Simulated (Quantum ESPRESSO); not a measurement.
# Al7InAs8: finding a planted mistake in a log

Computed values, not a measurement. The program is pw.x of Quantum ESPRESSO 7.5 (plane-wave density functional theory). The cell is made up: 16 atoms on a doubled zincblende/diamond lattice, with randomly drawn elements, strain and displacements, not relaxed. PseudoDojo standard norm-conserving files (v0.5 for PBE, v0.4.1 for LDA and PBEsol) set the functional; there is no spin polarisation, spin-orbit coupling or dispersion term, and the masses in the input are unused placeholders.

Intended input:

```
&control calculation='scf', pseudo_dir='./dojo.nc.sr.pbe.v0_5.standard.upf', outdir='./o', disk_io='low', tprnfor=.true., tstress=.true. /
&system ibrav=0, nat=16, ntyp=3, nbnd=83, ecutwfc=84.00895049, nosym=.true., tot_charge=0,
 occupations='smearing', smearing='fd', degauss=0.0018374661
/
&electrons conv_thr=7.350e-09, electron_maxstep=60, /
ATOMIC_SPECIES
Al 1.0 Al.upf
As 1.0 As.upf
In 1.0 In.upf
CELL_PARAMETERS angstrom
5.7096 0.0 0.0
0.0 5.7096 0.0
0.0 0.0 11.4193
ATOMIC_POSITIONS angstrom
Al 0.0287 -0.0154 -0.0277
Al -0.0445 2.7679 2.8446
Al 2.871 0.0137 2.765
Al 2.7975 2.8659 0.0984
Al -0.0335 0.0198 5.7388
In 0.0218 2.7792 8.6122
Al 2.8259 -0.0234 8.6031
Al 2.9421 2.8837 5.7444
As 1.3324 1.5185 1.4078
As 1.4236 4.1155 4.2536
As 4.2793 1.3871 4.2447
As 4.3764 4.207 1.4746
As 1.4085 1.4289 7.1719
As 1.3953 4.3374 10.0214
As 4.2985 1.4531 9.9671
As 4.3245 4.3395 7.1574
K_POINTS automatic
4 4 2 1 1 1
```

The log is shortened where brackets say so; the opening notice, blank lines, dates and the lines on written files are dropped, and the path of the files is cut. It prints rydbergs, bohrs and kilobars, and counts compression as positive stress.

Log of the intended run:

```
     Program PWSCF v.7.5
     Parallel version (MPI & OpenMP), running on       4 processor cores
     Number of MPI processes:                 4
     Threads/MPI process:                     1
     [start-up lines left out]
     bravais-lattice index     =            0
     lattice parameter (alat)  =      10.7896  a.u.
     unit-cell volume          =    2512.1609 (a.u.)^3
     number of atoms/cell      =           16
     number of atomic types    =            3
     number of electrons       =       154.00
     number of Kohn-Sham states=           83
     kinetic-energy cutoff     =      84.0090  Ry
     charge density cutoff     =     336.0358  Ry
     scf convergence threshold =      7.3E-09
     mixing beta               =       0.7000
     number of iterations used =            8  plain     mixing
     Exchange-correlation= PBE
                           (   1   4   3   4   0   0   0)
     [axes and pseudopotential details left out]
   Cartesian axes
     site n.     atom                  positions (alat units)
         1        Al     tau(   1) = (   0.0050266  -0.0026972  -0.0048515  )
         2        Al     tau(   2) = (  -0.0077939   0.4847800   0.4982135  )
         3        Al     tau(   3) = (   0.5028373   0.0023995   0.4842721  )
         4        Al     tau(   4) = (   0.4899643   0.5019441   0.0172341  )
         5        Al     tau(   5) = (  -0.0058673   0.0034678   1.0051142  )
         6        In     tau(   6) = (   0.0038181   0.4867591   1.5083719  )
         7        Al     tau(   7) = (   0.4949383  -0.0040984   1.5067781  )
         8        Al     tau(   8) = (   0.5152900   0.5050617   1.0060950  )
         9        As     tau(   9) = (   0.2333614   0.2659556   0.2465672  )
        10        As     tau(  10) = (   0.2493345   0.7208036   0.7449909  )
        11        As     tau(  11) = (   0.7494921   0.2429417   0.7434321  )
        12        As     tau(  12) = (   0.7664985   0.7368292   0.2582668  )
        13        As     tau(  13) = (   0.2466898   0.2502627   1.2561125  )
        14        As     tau(  14) = (   0.2443779   0.7596679   1.7551843  )
        15        As     tau(  15) = (   0.7528548   0.2545012   1.7456740  )
        16        As     tau(  16) = (   0.7574086   0.7600357   1.2535729  )
     number of k points=    16  Fermi-Dirac smearing, width (Ry)=  0.0018
                       cart. coord. in units 2pi/alat
        k(    1) = (   0.1250000   0.1250000   0.1249989), wk =   0.1250000
        k(    2) = (   0.1250000   0.1250000  -0.1249989), wk =   0.1250000
     [further k points left out]
     Dense  grid:   261561 G-vectors     FFT dimensions: (  64,  64, 125)
     Estimated max dynamical RAM per process >     681.79 MB
     Estimated total dynamical RAM >       2.48 GB
     Initial potential from superposition of free atoms
     starting charge     153.9771, renormalised to     154.0000
     Starting wfcs are  109 randomized atomic wfcs
     total cpu time spent up to now is        6.2 secs
     per-process dynamical memory:   463.1 Mb
     Self-consistent Calculation
     iteration #  1     ecut=    84.01 Ry     beta= 0.70
     Davidson diagonalization with overlap
     ethr =  1.00E-02,  avg # of iterations =  4.0
     Threshold (ethr) on eigenvalues was too large:
     Diagonalizing with lowered threshold
     Davidson diagonalization with overlap
     ethr =  3.26E-04,  avg # of iterations =  2.4
     total cpu time spent up to now is       30.7 secs
     total energy              =   -1862.75399612 Ry
     estimated scf accuracy    <       0.53271934 Ry
     iteration #  2     ecut=    84.01 Ry     beta= 0.70
     Davidson diagonalization with overlap
     ethr =  3.46E-04,  avg # of iterations =  6.5
     total cpu time spent up to now is       44.4 secs
     total energy              =   -1862.83401273 Ry
     estimated scf accuracy    <       0.08578755 Ry
     [iterations 3 to 10 left out]
     iteration # 11     ecut=    84.01 Ry     beta= 0.70
     Davidson diagonalization with overlap
     ethr =  5.15E-11,  avg # of iterations =  4.0
     total cpu time spent up to now is      164.5 secs
     total energy              =   -1862.85901686 Ry
     estimated scf accuracy    <       0.00000003 Ry
     iteration # 12     ecut=    84.01 Ry     beta= 0.70
     Davidson diagonalization with overlap
     ethr =  2.02E-11,  avg # of iterations =  3.0
     total cpu time spent up to now is      176.9 secs
     End of self-consistent calculation
     [lines on levels left out]
!    total energy              =   -1862.85901687 Ry
     estimated scf accuracy    <          6.3E-10 Ry
     smearing contrib. (-TS)   =      -0.00000000 Ry
     internal energy E=F+TS    =   -1862.85901687 Ry
     The total energy is F=E-TS. E is the sum of the following terms:
     one-electron contribution =   -1167.68996290 Ry
     hartree contribution      =     651.86700650 Ry
     xc contribution           =    -435.62598857 Ry
     ewald contribution        =    -911.41007189 Ry
     convergence has been achieved in  12 iterations
     Forces acting on atoms (cartesian axes, Ry/au):
     atom    1 type  1   force =    -0.02626863    0.01511333    0.01555863
     atom    2 type  1   force =     0.00601522    0.01292829    0.03371329
     atom    3 type  1   force =    -0.02162948   -0.01968854    0.01569034
     atom    4 type  1   force =     0.02607673    0.01398897   -0.03273682
     atom    5 type  1   force =     0.02909467   -0.01301348   -0.02846732
     atom    6 type  3   force =     0.00473276    0.06025387   -0.01837645
     atom    7 type  1   force =     0.00982272    0.01211582   -0.00966879
     atom    8 type  1   force =    -0.01457956   -0.01290430   -0.00477395
     atom    9 type  2   force =     0.02517763   -0.05352980   -0.00405775
     atom   10 type  2   force =     0.00331922    0.05147285    0.00695209
     atom   11 type  2   force =    -0.01176826   -0.00245984    0.01711432
     atom   12 type  2   force =    -0.02864990    0.03413897   -0.02757049
     atom   13 type  2   force =     0.06702279   -0.04413382   -0.06092385
     atom   14 type  2   force =     0.05198024   -0.00068449    0.02525509
     atom   15 type  2   force =    -0.08407492   -0.06238966    0.08075935
     atom   16 type  2   force =    -0.03627122    0.00879184   -0.00846769
     Total force =     0.232278     Total SCF correction =     0.000181
     Computing stress (Cartesian axis) and pressure
          total   stress  (Ry/bohr**3)                   (kbar)     P=       36.25
   0.00024827   0.00002729  -0.00008296           36.52        4.01      -12.20
   0.00002729   0.00023938  -0.00000358            4.01       35.21       -0.53
  -0.00008296  -0.00000358   0.00025154          -12.20       -0.53       37.00
     init_run     :      5.76s CPU      5.96s WALL (       1 calls)
     electrons    :    168.57s CPU    170.72s WALL (       1 calls)
     forces       :      2.58s CPU      2.64s WALL (       1 calls)
     stress       :      7.58s CPU      7.77s WALL (       1 calls)
     [timing details left out]
     PWSCF        :   3m 4.81s CPU   3m 7.48s WALL
     JOB DONE.
```

A second run was made from an input with one planted mistake. Its log:

```
     Program PWSCF v.7.5
     Parallel version (MPI & OpenMP), running on       4 processor cores
     Number of MPI processes:                 4
     Threads/MPI process:                     1
     [start-up lines left out]
     bravais-lattice index     =            0
     lattice parameter (alat)  =      10.7896  a.u.
     unit-cell volume          =    2512.1609 (a.u.)^3
     number of atoms/cell      =           16
     number of atomic types    =            3
     number of electrons       =       154.00
     number of Kohn-Sham states=           83
     kinetic-energy cutoff     =      84.0090  Ry
     charge density cutoff     =     336.0358  Ry
     scf convergence threshold =      7.3E-09
     mixing beta               =       0.7000
     number of iterations used =            8  plain     mixing
     Exchange-correlation= PBE
                           (   1   4   3   4   0   0   0)
     [axes and pseudopotential details left out]
   Cartesian axes
     site n.     atom                  positions (alat units)
         1        Al     tau(   1) = (   0.0050266  -0.0026972  -0.0048515  )
         2        Al     tau(   2) = (  -0.0077939   0.4847800   0.4982135  )
         3        Al     tau(   3) = (   0.5028373   0.0023995   0.4842721  )
         4        Al     tau(   4) = (   0.4899643   0.5019441   0.0172341  )
         5        Al     tau(   5) = (  -0.0058673   0.0034678   1.0051142  )
         6        In     tau(   6) = (   0.0038181   0.4867591   1.5083719  )
         7        Al     tau(   7) = (   0.4949383  -0.0040984   1.5067781  )
         8        Al     tau(   8) = (   0.5152900   0.5050617   1.0060950  )
         9        As     tau(   9) = (   0.2333614   0.2659556   0.2465672  )
        10        As     tau(  10) = (   0.2493345   0.7208036   0.7449909  )
        11        As     tau(  11) = (   0.7494921   0.2429417   0.7434321  )
        12        As     tau(  12) = (   0.7664985   0.7368292   0.2582668  )
        13        As     tau(  13) = (   0.2466898   0.2502627   1.2561125  )
        14        As     tau(  14) = (   0.2443779   0.7596679   1.7551843  )
        15        As     tau(  15) = (   0.7528548   0.2545012   1.7456740  )
        16        As     tau(  16) = (   0.7574086   0.7600357   1.2535729  )
     number of k points=     1  Fermi-Dirac smearing, width (Ry)=  0.0018
                       cart. coord. in units 2pi/alat
        k(    1) = (  -0.5000000  -0.5000000  -0.2499978), wk =   2.0000000
     Dense  grid:   261561 G-vectors     FFT dimensions: (  64,  64, 125)
     Estimated max dynamical RAM per process >     516.31 MB
     Estimated total dynamical RAM >       1.83 GB
     Initial potential from superposition of free atoms
     starting charge     153.9771, renormalised to     154.0000
     Starting wfcs are  109 randomized atomic wfcs
     total cpu time spent up to now is        2.5 secs
     per-process dynamical memory:   292.8 Mb
     Self-consistent Calculation
     iteration #  1     ecut=    84.01 Ry     beta= 0.70
     Davidson diagonalization with overlap
     ethr =  1.00E-02,  avg # of iterations =  3.0
     Threshold (ethr) on eigenvalues was too large:
     Diagonalizing with lowered threshold
     Davidson diagonalization with overlap
     ethr =  4.13E-04,  avg # of iterations =  3.0
     total cpu time spent up to now is        8.8 secs
     total energy              =   -1862.36419623 Ry
     estimated scf accuracy    <       0.67097920 Ry
     iteration #  2     ecut=    84.01 Ry     beta= 0.70
     Davidson diagonalization with overlap
     ethr =  4.36E-04,  avg # of iterations =  3.0
     total cpu time spent up to now is       12.0 secs
     total energy              =   -1862.47065449 Ry
     estimated scf accuracy    <       0.10588662 Ry
     [iterations 3 to 10 left out]
     iteration # 11     ecut=    84.01 Ry     beta= 0.70
     Davidson diagonalization with overlap
     ethr =  1.29E-10,  avg # of iterations =  5.0
     total cpu time spent up to now is       43.1 secs
     total energy              =   -1862.49924883 Ry
     estimated scf accuracy    <       0.00000004 Ry
     iteration # 12     ecut=    84.01 Ry     beta= 0.70
     Davidson diagonalization with overlap
     ethr =  2.35E-11,  avg # of iterations =  3.0
     total cpu time spent up to now is       45.9 secs
     End of self-consistent calculation
     [lines on levels left out]
!    total energy              =   -1862.49924884 Ry
     estimated scf accuracy    <          3.8E-09 Ry
     smearing contrib. (-TS)   =       0.00000000 Ry
     internal energy E=F+TS    =   -1862.49924884 Ry
     The total energy is F=E-TS. E is the sum of the following terms:
     one-electron contribution =   -1168.81773659 Ry
     hartree contribution      =     653.51555507 Ry
     xc contribution           =    -435.78699543 Ry
     ewald contribution        =    -911.41007189 Ry
     convergence has been achieved in  12 iterations
     Forces acting on atoms (cartesian axes, Ry/au):
     atom    1 type  1   force =    -0.02604893    0.01585742    0.01285836
     atom    2 type  1   force =     0.00488287    0.01293497    0.03415282
     atom    3 type  1   force =    -0.02222975   -0.02009651    0.01770815
     atom    4 type  1   force =     0.02581451    0.01486008   -0.03111203
     atom    5 type  1   force =     0.03104981   -0.01380909   -0.02589116
     atom    6 type  3   force =     0.00416415    0.06231611   -0.01890494
     atom    7 type  1   force =     0.01076376    0.01446810   -0.01005401
     atom    8 type  1   force =    -0.01443011   -0.01433233   -0.00526061
     atom    9 type  2   force =     0.03117038   -0.05865780   -0.00517627
     atom   10 type  2   force =     0.00281749    0.05619612    0.00779232
     atom   11 type  2   force =    -0.01210750   -0.00294177    0.01611664
     atom   12 type  2   force =    -0.03498597    0.03592132   -0.02510867
     atom   13 type  2   force =     0.06864888   -0.04407030   -0.06379746
     atom   14 type  2   force =     0.05049778   -0.00153552    0.03077151
     atom   15 type  2   force =    -0.08414422   -0.06193008    0.08111001
     atom   16 type  2   force =    -0.03586315    0.00481929   -0.01520466
     Total force =     0.238653     Total SCF correction =     0.000487
     Computing stress (Cartesian axis) and pressure
          total   stress  (Ry/bohr**3)                   (kbar)     P=       55.72
   0.00039429   0.00002186  -0.00008789           58.00        3.22      -12.93
   0.00002186   0.00038038  -0.00000345            3.22       55.96       -0.51
  -0.00008789  -0.00000345   0.00036158          -12.93       -0.51       53.19
     init_run     :      2.37s CPU      2.46s WALL (       1 calls)
     electrons    :     42.88s CPU     43.44s WALL (       1 calls)
     forces       :      0.87s CPU      0.89s WALL (       1 calls)
     stress       :      1.93s CPU      1.95s WALL (       1 calls)
     [timing details left out]
     PWSCF        :     48.10s CPU     48.85s WALL
     JOB DONE.
```

Question: what was wrong in the second input?

Answer: the k-point mesh is too coarse. The input lines that differ, file-writing options aside:

```
- 4 4 2 1 1 1
+ 1 1 1 1 1 1
```

|  | intended run | run with the mistake |
| --- | --- | --- |
| free energy (eV) | -25345.488 | -25340.593 |
| smearing term -TS (eV) | 0.0000 | 0.0000 |
| pressure (GPa) | 3.62 | 5.57 |
| largest force component (eV/Å) | 2.162 | 2.163 |
| largest change of a force component (eV/Å) |  | 0.173 |
| iterations | 12 | 12 |

For scale, a rerun of the intended cell at 1437 eV and a 6 x 6 x 4 mesh moved values by no more than 0.017 eV in energy, 0.02 GPa in stress and 0.002 eV/Å in force.